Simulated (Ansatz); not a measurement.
**CdAg under strong compression**

```
Cd Ag
1.0
     1.68062   -2.39928    0.00000
     1.68062    2.39928    0.00000
     0.00000    0.00000    4.69335
Cd Ag
1 1
Direct
  0.50000 0.50000 0.50000
  0.00000 0.00000 0.00000
```

The base volume is that of a database entry, so it needn't be at zero pressure; the structure needn't be the stable phase, at rest or compressed.

Its volume is scaled at fixed shape and fractional positions.

Level of theory: DFT with PBEsol, scalar-relativistic, in Ansatz 0.2.0; a Γ-centred 13×13×8 k mesh, Fermi–Dirac smearing of 0.05 eV, no spin polarisation. LAPW: all electrons, basis error target 1 meV/atom; PAW: frozen-core files, cutoff 420 eV; crystal datasets: all electrons, by PAW datasets that the program makes for each cell.

Energies are extrapolated to zero smearing and count from the unscaled cell; pressure is positive in compression; gaps take the mesh and a band path. No temperature or zero-point motion is included.

The PAW files were made under PBE.

```json
{"V/V0": "1.00", "V (Å³/atom)": "18.92", "P LAPW (GPa)": "-3.35", "ΔE LAPW (eV/atom)": "0.000", "P PAW − LAPW (GPa)": "0.02", "ΔE PAW − LAPW (meV/atom)": "0.0"}
{"V/V0": "0.90", "V (Å³/atom)": "17.03", "P LAPW (GPa)": "?", "ΔE LAPW (eV/atom)": "0.017", "P PAW − LAPW (GPa)": "0.02", "ΔE PAW − LAPW (meV/atom)": "0.3"}
{"V/V0": "0.85", "V (Å³/atom)": "16.09", "P LAPW (GPa)": "16.37", "ΔE LAPW (eV/atom)": "0.085", "P PAW − LAPW (GPa)": "0.03", "ΔE PAW − LAPW (meV/atom)": "0.5"}
{"V/V0": "0.60", "V (Å³/atom)": "11.35", "P LAPW (GPa)": "163.3", "ΔE LAPW (eV/atom)": "2.109", "P PAW − LAPW (GPa)": "-0.03", "ΔE PAW − LAPW (meV/atom)": "0.7"}
```

Q: Give the missing entry: row "0.90", column "P LAPW (GPa)".

A: 7.44.

Q: From the table, what is the rise of the enthalpy H = E + pV up to the last row, and how stiff is the crystal between the last two rows?

A: ΔH = 2.109 eV + (163.3 GPa × 11.35 Å³ + 3.35 GPa × 18.92 Å³) × 0.006242 eV/(GPa·Å³) = 14.08 eV/atom, of which pV makes 85 %. The mean bulk modulus there is −ΔP/Δln V = 422 GPa.

Q: At the smallest volume, how far do crystal datasets lie from LAPW in pressure?

A: crystal datasets: 0.00 GPa, on a LAPW pressure of 163.3 GPa.

Q: How do the Löwdin populations by LAPW change from the unscaled cell to the last row?

A: Cd 5s 1.36 → 1.32, Cd 4d 9.97 → 9.94, Ag 5s 1.17 → 1.21 electrons an atom. These are projections on the shells that the free atoms fill; 0.64 e a cell lies outside them at the start and 0.72 e at the end.
